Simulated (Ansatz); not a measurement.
Input file for Ansatz (a first-principles code):

Ansatz 0.2 input:
```yaml
crystal:
  lattice:
    - [3.3777170426, 0.0, 0.0]
    - [0.0, 3.3777170426, 0.0]
    - [0.0, 0.0, 6.8900002748]
  atoms:
    - { symbol: Ta, position: [0.0, 0.5, 0.6974515224] }
    - { symbol: Ta, position: [0.5, 0.0, 0.3025484776] }
    - { symbol: Ge, position: [0.0, 0.0, 0.0] }
    - { symbol: Ge, position: [0.5, 0.5, 0.0] }
    - { symbol: O, position: [0.5, 0.0, 0.6028397995] }
    - { symbol: O, position: [0.0, 0.5, 0.3971602005] }
kpoints:
  mp_grid: { grid: [12, 12, 6] }
hamiltonian:
  xc: pbesol
  pseudopotentials: { azcp: { folder: ./paw }, kind: paw }
scf:
  occupations: { method: fermi_dirac, width: 0.1 }
phonons:
  method: dfpt
  response_accuracy: low
  eigenvectors: true
  rigid_motions: translations
```

Output (shortened):

```
Pseudopotential: Ta, paw, valence charge 13
Pseudopotential: Ge, paw, valence charge 14
Pseudopotential: O, paw, valence charge 6
Functional definition: PBEsol
Crystal: 6 atoms, lattice volume = 78.608 Å³
Basis set: ecut = 420 eV, 1527 PW (Γ), exchange–correlation on 48×48×96 points (8 copies of the dense FFT grid, shifted against one another)
Bands: 40, of which v1, the nominal top of the filled ones, is band 33 counted from 1 (32 counted from 0)
Symmetry: 16 space group operations
k-points: 196 of 864 (irreducible under 4 space group operations, time reversal used)
SCF iter   1: F=—  HF=-29255.454477 eV  |F-HF|=—  |Δ(HF+E_count)|=         —  Δρ=1.97e-1  dr2=9.27e1  ethr=3.10e-3  ⟨swp⟩=5.5  Hψ=33695  notcnv=0
preconditioner: auto → Kerker (q_TF=auto, 2.650 Å⁻¹)
SCF iter   2: F=—  HF=-29248.251120 eV  |F-HF|=—  |Δ(HF+E_count)|=    7.20e0  Δρ=8.45e-2  dr2=3.19e1  ethr=3.10e-3  ⟨swp⟩=3.4  Hψ=14884  notcnv=0
SCF iter   3: F=—  HF=-29244.129518 eV  |F-HF|=—  |Δ(HF+E_count)|=    4.12e0  Δρ=3.02e-2  dr2=5.33e0  ethr=3.10e-3  ⟨swp⟩=3.2  Hψ=16812  notcnv=1
SCF iter   4: F=—  HF=-29243.214967 eV  |F-HF|=—  |Δ(HF+E_count)|=   9.15e-1  Δρ=1.60e-2  dr2=4.27e-1  ethr=3.10e-3  ⟨swp⟩=3.1  Hψ=16456  notcnv=0
SCF iter   5: F=—  HF=-29243.068016 eV  |F-HF|=—  |Δ(HF+E_count)|=   1.47e-1  Δρ=8.33e-3  dr2=8.60e-2  ethr=6.48e-4  ⟨swp⟩=2.0  Hψ=15465  notcnv=0
SCF iter   6: F=—  HF=-29243.048084 eV  |F-HF|=—  |Δ(HF+E_count)|=   1.99e-2  Δρ=1.67e-3  dr2=4.05e-3  ethr=1.30e-4  ⟨swp⟩=2.0  Hψ=14053  notcnv=0
SCF iter   7: F=—  HF=-29243.047276 eV  |F-HF|=—  |Δ(HF+E_count)|=   8.08e-4  Δρ=4.75e-4  dr2=4.25e-4  ethr=6.13e-6  ⟨swp⟩=2.0  Hψ=11176  notcnv=0
SCF iter   8: F=—  HF=-29243.047205 eV  |F-HF|=—  |Δ(HF+E_count)|=   7.11e-5  Δρ=1.15e-4  dr2=1.71e-5  ethr=6.44e-7  ⟨swp⟩=2.1  Hψ=10670  notcnv=0
SCF iter  13: F=-29243.047204 eV  HF=-29243.047204 eV  |F-HF|=3.64e-12  |Δ(HF+E_count)|=  1.82e-11  Δρ=8.76e-8  dr2=5.21e-12  ethr=1.00e-12  ⟨swp⟩=5.6  Hψ=39650  notcnv=0
the search or the solves at the SCF's close seem to have found levels that the self-consistency loop had missed (the run counts 7) …
SCF 1 converged in 13 iterations: F = -29243.047204 eV  dr2 = 5.21e-12
DFPT response loops at Γ: preconditioner auto → Kerker (q_TF=auto, 2.650 Å⁻¹) (partly filled bands, converged f_vac=0.000) …
SCF converged after 13 iterations
Free energy (F): -29243.047204 eV
Harris-Foulkes:  -29243.047204 eV  (|F-HF|=3.64e-12)
Internal energy: -29242.919939 eV  (E = F + TS)
E sigma→0 (E₀):  -29242.983571 eV
Entropy (-TS):   -0.127265 eV (-21.211 meV/atom)
Fermi energy:    16.853339 eV
--- Per-component energies (eV) ---
  E_band       = -331.771185
  E_kinetic    = 1311.334475
  E_local      = -5556.663221  (includes V_loc(G=0)·N_el)
  E_nonlocal   = 530.099408
  E_hartree    = 2524.179178
  E_xc         = -923.569310
  E_vxc        = -782.100502  (∫ρ·V_xc dr)
  E_paw        = -20622.568734  (= ΣΔE_a)
  E_vpaw       = -882.801395  (= ΣTr[D̂ρ^β])
  E_aug_tail   = 0.001704  (compensation charges beyond the density's cutoff)
  E_ewald      = -6508.067318
  E_core_change = 2.333877  (= ΣΔE_core)
  E_smearing   = -0.127265  (= −TS)
  E_closure    =  0.000000  (closes the sum)
  Σ components = -29243.047204   (vs F -29243.047204, Δ=0.00e0)
  [band-id]    e_kinetic+e_local+e_nonlocal+2·e_hartree+e_vxc+e_vpaw+e_augmentation_tail = -331.771173   (vs E_band -331.771185, Δ=1.21e-5)
--- Band table (eV; the first three rows and the last of 196) ---
  k-point 0: bands = ["-52.6647", "-52.6602", "-19.2272", "-19.0973", "-19.0832", "-19.0832", "-19.0569", "-19.0569", "-8.8947", "-8.7059", "-8.5272", "-8.4458", "-8.4458", "-8.2349", "-8.2349", "-8.2199", "-8.1735", "-8.0286", "-3.7982", "-2.8476", "2.2219", …
  k-point 1: bands = ["-52.6647", "-52.6602", "-19.2252", "-19.0994", "-19.0834", "-19.0834", "-19.0568", "-19.0568", "-8.8947", "-8.7060", "-8.5271", "-8.4459", "-8.4459", "-8.2349", "-8.2349", "-8.2199", "-8.1735", "-8.0286", "-3.7892", "-2.8484", "2.1669", …
  k-point 2: bands = ["-52.6646", "-52.6603", "-19.2209", "-19.1038", "-19.0836", "-19.0836", "-19.0565", "-19.0565", "-8.8947", "-8.7060", "-8.5270", "-8.4459", "-8.4459", "-8.2349", "-8.2349", "-8.2199", "-8.1735", "-8.0286", "-3.7709", "-2.8501", "2.0612", …
  k-point 195: bands = ["-52.6518", "-52.6518", "-19.2336", "-19.2336", "-19.1954", "-19.1954", "-19.1248", "-19.1248", "-8.6725", "-8.6725", "-8.4838", "-8.4838", "-8.4053", "-8.4053", "-8.2136", "-8.2136", "-8.1591", "-8.1591", "-3.0621", "-3.0621", …
--- Phonons (Γ-DFPT): 6 representative perturbations + reference, on 196 of 864 k-points (Σ response iterations 19) ---
  ASR residual: 1.201e-3 → 0.000e0 eV/Å²; symmetrization residual: 9.771e-5 eV/Å²
  ASR residual per site (eV/Å²): 1.20e-3 1.20e-3 3.74e-5 3.74e-5 2.49e-4 2.49e-4
  Γ frequencies (cm⁻¹): -194.89 -194.89 -31.78 -31.78 0.00 0.00 0.00 151.65 151.65 155.22 188.75 227.96 227.96 233.74 339.36 339.36 405.63 462.25
  non-analytic LO–TO correction: not included (Born effective charges unavailable; polar crystals: no LO–TO splitting at Γ)
```

Cost: around 6 core-minutes (rough) on shared cores.

Space group P4/nmm. The start of the workflow was typed in or built on a structure type; neither database checked (COD, Materials Project) lists it. Its standing as an ambient phase is unchecked. Symmetry was held in the PBEsol relaxation. At this level the phase is dynamically unstable (imaginary phonons). No spin polarisation was allowed. The volume moved by -20 % from the start of the relaxation. As this level gives no gap, phonon frequencies hold no LO–TO term and depend on the k-mesh and smearing (Fermi–Dirac, 0.1 eV here). Scalar-relativistic: spin–orbit coupling is off unless named, which matters more the heavier the elements.

Potentials: the earlier of the program's two PAW sets. The files were generated under PBE; for other functionals the program regenerates the frozen cores, and for LDA and PBEsol the local potential too.

Ansatz is a plane-wave DFT program.
